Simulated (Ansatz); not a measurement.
# Mo: energy along a strain

Mo, Im-3m, a = 3.142 Å (as given, not relaxed at this level: 2.3 GPa). Ansatz: r2SCAN, PAW, 500 eV, Γ-centred 22×22×22 mesh on 1 atom, Gaussian smearing 0.15 eV; no spin polarisation. Cell vectors (Å): -1.571 1.571 1.571; 1.571 -1.571 1.571; 1.571 1.571 -1.571. The cell is strained by x per cent times the pattern (0 1 0 0 0 0) in the order xx yy zz yz xz xy (engineering shears), with fractional coordinates held. y is the free energy over the start, V0 = 15.509 Å³/atom.

| x (%) | y (meV/atom) |
| --- | --- |
| -6.00 | ? |
| -4.50 | 64.19 |
| -3.00 | 30.06 |
| -1.50 | 9.03 |
| 0.00 | 0.00 |
| 1.50 | 1.89 |
| 3.00 | 13.76 |
| 4.50 | 34.70 |
| 5.25 | 48.28 |
| 6.00 | 63.77 |

**Question.** Fit y = c1 x + c2 x² + c3 x³ to the other rows, get the stiffness along the pattern, and predict the missing energy.

**Answer.** Least squares on the rows shown. y = −2.2904 x + 2.4414 x² − 0.048225 x³. The clamped-ion stiffness p·C·p = 2 × 24.41 eV × 160.2 / 15.509 Å³ = 504 GPa, which is C22 in these axes (C11 of the cubic crystal) (second derivative at the start, which stands under stress). At x = -6.00 the fit asked for gives 112.05 meV/atom. The run gave 112.52 meV/atom, so the fit is 0.47 meV/atom too low, 0.42 % of the span of the series, against an rms of 0.05 meV/atom on the fitted rows. The row lies outside the fitted range. With a term in x⁴ added, a fit to the same known rows predicts 112.56 meV/atom, so most of the miss is curvature that the known rows already hold.